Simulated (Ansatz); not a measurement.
A generated cell, not matched to a known phase here, of SbS$_{2}$: P4₂/mnm (No. 136), tP6, rutile type; a = 5.9478 Å, b = 5.9478 Å, c = 4.1113 Å, α = 90.00°, β = 90.00°, γ = 90.00°; Sb 2a (0.000, 0.000, 0.000); S 4f (0.310, 0.310, 0.000). Computed with PBEsol (plane waves to 420 eV, PAW, scalar-relativistic; Ansatz, a program for electronic structure). Element references, the lowest calculated here: Sb (R-3m), S (Fddd).

### Question
Predict the formation energy of this P4₂/mnm form of SbS2 from the elements from PBEsol.

### Answer
-0.01 eV/atom.

A lower structure of this composition may exist.

Static energies, no anion corrections, no zero-point energy. Values are rounded to 0.01 eV/atom. Not shown to be the ambient phase of their composition (a lower form may be missing, and a cell relaxed within its start's symmetry can be a saddle point): SbS2 (P4₂/mnm). Spin-orbit coupling is missing from these energies, which matters for elements this heavy. The compounds carry no spin polarisation.
